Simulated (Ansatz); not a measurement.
Relaxed-ion elastic tensor of AlInSb2 in space group R3m (No. 160; Al on 3a, In on 3a, Sb on 3a, Sb on 3a) in GPa (Voigt order), DFT-LDA in the program Ansatz with PAW potentials; density 5.18 g/cm³, 30.90 Å³ per atom.

```csv
,1,2,3,4,5,6
1,90.2,33.8,28.9,-7.4,0.0,0.0
2,33.8,90.2,28.9,7.4,0.0,0.0
3,28.9,28.9,96.1,0.0,0.0,0.0
4,-7.4,7.4,0.0,22.8,0.0,0.0
5,0.0,0.0,0.0,0.0,22.8,-7.4
6,0.0,0.0,0.0,0.0,-7.4,28.2
```

Question: Is the crystal mechanically stable?

Answer: Yes: the smallest eigenvalue of C is 17.6 GPa.

Question: Work out the Voigt, Reuss and Hill averages.

Answer: K_V = 51.1, K_R = 51.1, K_H = 51.1; G_V = 27.1, G_R = 24.6, G_H = 25.8 GPa.

Question: Give Young's modulus, Poisson's ratio, Pugh's ratio and the universal anisotropy index.

Answer: E = 9KG/(3K + G) = 66.3 GPa; ν = 0.28; K/G = 1.98 (ductile by the Pugh limit of 1.75); A_U = 5G_V/G_R + K_V/K_R − 6 = 0.51.

Question: Estimate the sound speeds and the Debye temperature.

Answer: v_l = √((K + 4G/3)/ρ) = 4060 m/s, v_t = √(G/ρ) = 2230 m/s, mean 2490 m/s; Θ = (h/k)(3n/4πV)^(1/3) v_m = 236 K.

Question: Solve the Christoffel equation for the three sound speeds along x, y, z.

Answer: Eigenvalues of C_ijkl n_j n_l equal ρv² (piezoelectric stiffening left out). In km/s, slowest first: x 1.84, 2.54, 4.17; y 2.06, 2.33, 4.19; z 2.10, 2.10, 4.31.

Question: How much does each axis shrink under pressure?

Answer: Linear compressibilities β_i = Σ_j S_ij (j = 1 to 3): x 6.6, y 6.6, z 6.5 per TPa.

The first step of the workflow began from a Materials Project structure, measured or hypothetical; the Crystallography Open Database copy checked does not list it. With Al and In taken as one species the cell has the higher symmetry F-43m, so it may be an ordered model of a mixed-site phase. Whether it is the stable phase at ambient conditions was not checked. Symmetry was held in the LDA relaxation; of distortions, only those at the zone centre were tested. Spin–orbit coupling is left out wherever it is not named.

Potentials: the later of the program's two PAW sets.
